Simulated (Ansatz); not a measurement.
## Trial structures of BaCd3Se4: starts and ends

Computed with Ansatz 0.2.0, DFT PBE, scalar-relativistic, plane waves, PAW. All cells share a 420 eV cutoff and Γ-centred k meshes spaced about 0.3 Å⁻¹ or finer (0.25 for metals, 2π included). No spin polarisation in the final relaxations.

Each guess was relaxed in cell and atoms at zero pressure, within the symmetry of its start. All energies are static (0 K, no zero-point motion). Coordination counts Se atoms around Ba and Cd (those within 1.25 times the shortest such distance or 1.15 times the sum of covalent radii, 1.27 where that leaves under three; a plus sign parts nearer from farther groups; the shortest distance is added where it exceeds 1.18 times the sum of covalent radii; a slash parts the counts of unlike sites).

```tsv
guess	made from	start group	V start (Å³/atom)	end group	V end (Å³/atom)	coordination at the end	gap on mesh (eV)	E over the lowest end (meV/atom)
1	MgMn3Te4 type	P-4m2	37.0	P-4m2	33.7	Ba 4, Cd 4	0.83	0
2	Zn3CdSe4 type	P-43m	29.6	P-43m	33.9	Ba 4, Cd 4	0.76	14
3	In3GaTe4 type	I-42m	31.0	?	?	?	?	?
4	Ti3VS4 type	P2/m	22.5	P2/m	27.4	Ba 6, Cd 2+4/4+2/6	0.44	57
5	TlIn3Se4 type	I422	29.6	I422	26.3	Ba 8, Cd 4/8 from 3.3 Å	0	114
```

Guess 3 as it starts:

```cif
data_structure
_symmetry_space_group_name_H-M 'I-42m'
_symmetry_Int_Tables_number 121
_cell_length_a 8.4728
_cell_length_b 8.4728
_cell_length_c 6.9051
_cell_angle_alpha 90.000
_cell_angle_beta 90.000
_cell_angle_gamma 90.000
_cell_volume 495.70
loop_
_atom_site_label
_atom_site_type_symbol
_atom_site_symmetry_multiplicity
_atom_site_Wyckoff_symbol
_atom_site_fract_x
_atom_site_fract_y
_atom_site_fract_z
_atom_site_occupancy
Ba1 Ba 2 a 0.00000 0.00000 0.00000 1
Cd1 Cd 4 c 0.00000 0.50000 0.00000 1
Cd2 Cd 2 b 0.00000 0.00000 0.50000 1
Se1 Se 8 i 0.67580 0.67580 0.73289 1
```

Question: Fill in the missing row: what does this guess relax into, and where does it rank?

Answer: It ends in space group I-42m (No. 121), with a = 7.249 Å, c = 8.309 Å, 27.3 Å³/atom and a gap of 0.10 eV. It lies 72 meV/atom over the lowest end, above guess 4 and below guess 5. Counting Se atoms around Ba and Cd, this end has Ba 4+4, Cd 4 and the lowest (guess 1) has Ba 4, Cd 4.

```cif
data_structure
_symmetry_space_group_name_H-M 'I-42m'
_symmetry_Int_Tables_number 121
_cell_length_a 7.2489
_cell_length_b 7.2489
_cell_length_c 8.3090
_cell_angle_alpha 90.000
_cell_angle_beta 90.000
_cell_angle_gamma 90.000
_cell_volume 436.61
loop_
_atom_site_label
_atom_site_type_symbol
_atom_site_symmetry_multiplicity
_atom_site_Wyckoff_symbol
_atom_site_fract_x
_atom_site_fract_y
_atom_site_fract_z
_atom_site_occupancy
Ba1 Ba 2 a 0.00000 0.00000 0.00000 1
Cd1 Cd 4 c 0.00000 0.50000 0.00000 1
Cd2 Cd 2 b 0.00000 0.00000 0.50000 1
Se1 Se 8 i 0.22271 0.22271 0.33961 1
```

Energies over the elements count from the elements' standard structures at the same level, with no fitted energy shifts.

Question: Is the lowest end bound against the elements?

Answer: Yes: its formation energy is −0.881 eV/atom. It lies below the elements, which doesn't yet make it stable against other compounds or structures.

Kohn–Sham gaps at this level usually fall short of measured ones. The zero gap of I422 may come from the functional, which often closes small gaps, or the cell may be a true semimetal. The reference form of Se is held partly by dispersion forces, which this level lacks. With atoms moved at random, P-4m2 (by 53 meV/atom) fell into a lower structure; P2/m went lower on a coarse mesh, which no converged run confirmed; P-43m came back. Without a clear test, and held by symmetry: I-42m and I422. A lower structure may well exist outside this small set. Some candidate types were left out of the draw beforehand, so a known form may be missing.
